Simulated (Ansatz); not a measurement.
InP:
```xyz
2
Lattice="0.0000 2.9536 2.9536 2.9536 0.0000 2.9536 2.9536 2.9536 0.0000" Properties=species:S:1:pos:R:3 pbc="T T T"
In     0.0000     0.0000     0.0000
P      4.4304     4.4304     4.4304
```

Relaxed with r²SCAN.

Task: Give the Bader charges and basin volumes of the independent atoms, plane-wave PAW r²SCAN (Ansatz code).

Result: 

| atom | Bader charge (e) | Bader volume (Å³) |
|---|---|---|
| In1 | +0.97 | 21.6 |
| P2 | -0.97 | 29.9 |

Space group F-43m (zinc blende). The r²SCAN relaxation kept the symmetry of its start.

Potentials: the earlier of the program's two PAW sets.
